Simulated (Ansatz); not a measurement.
**Notes on Te₃As₂**

```
As Te
1.0
     0.01819    4.05574    0.01068
     7.40395   -1.99539   -0.02852
     0.94178   -0.02221  -10.01343
As Te
4 6
Direct
  0.20304 0.39552 0.85152
  0.77868 0.60037 0.13271
  0.62051 0.23012 0.55817
  0.38837 0.76728 0.43937
  0.03986 0.04646 0.70473
  0.99864 0.94939 0.27996
  0.75337 0.57403 0.66416
  0.20619 0.44688 0.33479
  0.38388 0.74770 0.95310
  0.63459 0.26583 0.03349
```

Level: m-r2SCAN, no spin polarisation; 500 eV; 5×3×2 (shifted by 0, 0, 0.5 steps) mesh; gaussian occupations (width 0.0795 eV); Ansatz 0.2.0, fixed geometry.

(1) What does the stress say?

(2) Metal or insulator? Give the gap.

(3) What is the character of the valence top and the conduction bottom?

(4) What is the formation energy?

(5) What do density and ELF say about some of the short contacts?

Origin: a strained cell with displaced atoms, so it need not be a known compound. Caveats: an odd or shifted mesh can miss the band edges, so this level's true gap may be smaller; no spin-orbit coupling, which can shift this gap by tenths of an eV; m-r2SCAN is r2SCAN with a changed spin dependence that lowers moments.

## Answers

(1) The pressure is -1.9 GPa (compression positive), so with the atoms held at these fractions the cell would first shrink; the forces are large, so a full relaxation may end otherwise. The principal stresses -4.0, -1.7, -0.1 GPa differ, so its shape would change too.

(2) The gap on the k mesh is 0.48 eV; the mesh may miss the band edges, so the true gap of this level can be smaller.

(3) Within 0.7 eV of the edges, the states project mainly on Te p (84 %) below the gap and on As p (48 %) and Te p (42 %) above it.

(4) 0.05 eV an atom against the elements' usual phases (free molecules for gases, crystals otherwise, with no correction for O₂ or N₂), so at this geometry it isn't bound against them. Relaxing would lower it.

(5) As–Te at 2.69 Å: least valence density 0.46 e/Å³ and ELF 0.72 there, a shared, covalent-like contact. These are pseudo-fields; inside the PAW spheres they differ from the all-electron ones.
